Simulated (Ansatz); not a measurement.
GaAs:
```
GaAs
1.0
    0.00000     2.82935     2.82935
    2.82935     0.00000     2.82935
    2.82935     2.82935     0.00000
As Ga
1 1
Cartesian
  4.24402   4.24402   4.24402
  0.00000   0.00000   0.00000
```

PBEsol (plane waves, PAW; program Ansatz) gives a gap of 0.42 eV without spin–orbit coupling, maximum at Γ, minimum at Γ.

Q: What happens when spin–orbit coupling is switched on?

A: The gap shrinks by 0.11 eV, to 0.31 eV; maximum at Γ, minimum at Γ.

Q: How large is the spin–orbit splitting of the valence top at Γ?

A: The fourfold level lies 0.34 eV above the split-off pair.

Q: Give the electron effective mass with spin–orbit coupling.

A: 0.022 mₑ (isotropic).

Space group F-43m (zinc blende). The PBEsol relaxation kept the symmetry of its start.

Potentials: the later of the program's two PAW sets.
